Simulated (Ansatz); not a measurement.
LiC6:
```cif
data_C6Li
_chemical_formula_sum 'Li1 C6'
_space_group_name_H-M_alt 'P 1'
_space_group_IT_number 1
_cell_length_a 4.30621
_cell_length_b 4.30621
_cell_length_c 3.67490
_cell_angle_alpha 90.000
_cell_angle_beta 90.000
_cell_angle_gamma 120.000
loop_
_space_group_symop_operation_xyz
  'x, y, z'
loop_
_atom_site_label
_atom_site_type_symbol
_atom_site_fract_x
_atom_site_fract_y
_atom_site_fract_z
_atom_site_occupancy
Li1 Li 0.00000 0.00000 0.00000 1
C1 C 0.00000 0.33359 0.50000 1
C2 C 0.00000 0.66641 0.50000 1
C3 C 0.66641 0.00000 0.50000 1
C4 C 0.33359 0.00000 0.50000 1
C5 C 0.66641 0.66641 0.50000 1
C6 C 0.33359 0.33359 0.50000 1
```

Relaxed with r²SCAN.

### Question
Which orbitals make up the states near the Fermi level in plane-wave PAW r²SCAN (Ansatz code)?

### Answer
Within 0.5 eV of the Fermi level: C 2p 94 %, outside the projected shells 5 %. Projections are on Löwdin-orthogonalised atomic valence shells; empty p or d shells of many metals are not among them.

### Question
Tabulate the density of states.

### Answer
States/eV per cell of 7 atoms, in 0.25 eV bins, energy from the Fermi level.

| E (eV) | total | C 2p | Li 2s | C 2s |
|---|---|---|---|---|
| -7.85 | 2.53 | 2.43 | 0.01 | 0.07 |
| -7.60 | 2.35 | 2.26 | 0.01 | 0.07 |
| -7.35 | 2.13 | 2.04 | 0.01 | 0.06 |
| -7.10 | 1.99 | 1.92 | 0.01 | 0.05 |
| -6.85 | 1.93 | 1.87 | 0.01 | 0.04 |
| -6.60 | 1.81 | 1.76 | 0.01 | 0.04 |
| -6.35 | 1.82 | 1.78 | 0.01 | 0.03 |
| -6.10 | 1.80 | 1.76 | 0.00 | 0.02 |
| -5.85 | 1.73 | 1.70 | 0.00 | 0.02 |
| -5.60 | 1.72 | 1.70 | 0.00 | 0.01 |
| -5.35 | 1.75 | 1.73 | 0.00 | 0.01 |
| -5.10 | 1.85 | 1.83 | 0.00 | 0.01 |
| -4.85 | 1.84 | 1.83 | 0.00 | 0.00 |
| -4.60 | 1.46 | 1.45 | 0.00 | 0.00 |
| -4.35 | 1.08 | 1.07 | 0.00 | 0.00 |
| -4.10 | 1.01 | 1.00 | 0.00 | 0.00 |
| -3.85 | 0.90 | 0.89 | 0.00 | 0.00 |
| -3.60 | 0.66 | 0.65 | 0.00 | 0.00 |
| -3.35 | 0.51 | 0.50 | 0.00 | 0.00 |
| -3.10 | 0.40 | 0.39 | 0.00 | 0.00 |
| -2.85 | 0.28 | 0.27 | 0.00 | 0.00 |
| -2.60 | 0.19 | 0.19 | 0.00 | 0.00 |
| -2.35 | 0.12 | 0.12 | 0.00 | 0.00 |
| -2.10 | 0.08 | 0.08 | 0.00 | 0.00 |
| -1.85 | 0.09 | 0.09 | 0.00 | 0.00 |
| -1.60 | 0.12 | 0.12 | 0.00 | 0.00 |
| -1.35 | 0.19 | 0.19 | 0.00 | 0.00 |
| -1.10 | 0.31 | 0.30 | 0.00 | 0.00 |
| -0.85 | 0.47 | 0.45 | 0.00 | 0.00 |
| -0.60 | 0.83 | 0.79 | 0.00 | 0.00 |
| -0.35 | 0.99 | 0.94 | 0.00 | 0.00 |
| -0.10 | 1.06 | 1.00 | 0.00 | 0.00 |
| 0.15 | 1.10 | 1.04 | 0.00 | 0.00 |
| 0.40 | 1.20 | 1.13 | 0.00 | 0.00 |
| 0.65 | 0.98 | 0.92 | 0.00 | 0.00 |
| 0.90 | 0.84 | 0.79 | 0.00 | 0.00 |
| 1.15 | 0.78 | 0.73 | 0.00 | 0.00 |
| 1.40 | 0.75 | 0.71 | 0.00 | 0.00 |
| 1.65 | 0.70 | 0.63 | 0.02 | 0.01 |
| 1.90 | 0.81 | 0.60 | 0.13 | 0.02 |
| 2.15 | 0.89 | 0.60 | 0.19 | 0.03 |
| 2.40 | 0.89 | 0.56 | 0.23 | 0.03 |
| 2.65 | 0.91 | 0.52 | 0.25 | 0.03 |
| 2.90 | 1.02 | 0.54 | 0.25 | 0.02 |
| 3.15 | 1.09 | 0.55 | 0.23 | 0.02 |
| 3.40 | 0.93 | 0.46 | 0.19 | 0.01 |
| 3.65 | 0.87 | 0.46 | 0.17 | 0.01 |
| 3.90 | 0.86 | 0.48 | 0.17 | 0.01 |
| 4.15 | 0.86 | 0.45 | 0.18 | 0.01 |
| 4.40 | 0.87 | 0.38 | 0.23 | 0.01 |
| 4.65 | 0.97 | 0.41 | 0.23 | 0.01 |

Space group P6/mmm. The workflow started from a Materials Project entry (that database holds measured and hypothetical structures alike); the Crystallography Open Database copy checked does not list it. Whether it is the stable phase at ambient conditions was not checked. Symmetry was held in the r²SCAN relaxation; of distortions, only those at the zone centre were tested.

Potentials: the earlier of the program's two PAW sets.
